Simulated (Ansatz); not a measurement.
Ti2C in space group Fd-3m (No. 227; Ti on 32e, C on 16d), r²SCAN (plane waves, PAW; program Ansatz), all energies at zero smearing, with the estimated change up to a 700 eV cutoff added, with one set of potentials and settings (totals compare only within such a set). Cell of 12 atoms (8 Ti, 4 C): -21050.769 eV.

| element | reference phase | E (eV/atom) |
|---|---|---|
| Ti | P6/mmm, 3 atoms in the cell | -2504.3941 |
| C | P6_3/mmc, 4 atoms in the cell | -251.6688 |

Formation energy per atom, worked out: (-21050.769 − 8×(-2504.3941) − 4×(-251.6688))/12 = -0.745 eV/atom (-72 kJ per mol of atoms), at 0 K, without zero-point energy or fitted corrections.

The workflow started from a Materials Project entry (that database holds measured and hypothetical structures alike); the Crystallography Open Database copy checked does not list it. Its standing as an ambient phase is unchecked. Symmetry was held in the r²SCAN relaxation; its stability against distortions is not shown here. No spin polarisation was allowed. The references are the lowest solids computed at this level, not always the standard phases.

Potentials: the earlier of the program's two PAW sets. The files were generated under PBE; for other functionals the program regenerates the frozen cores, and for LDA and PBEsol the local potential too.
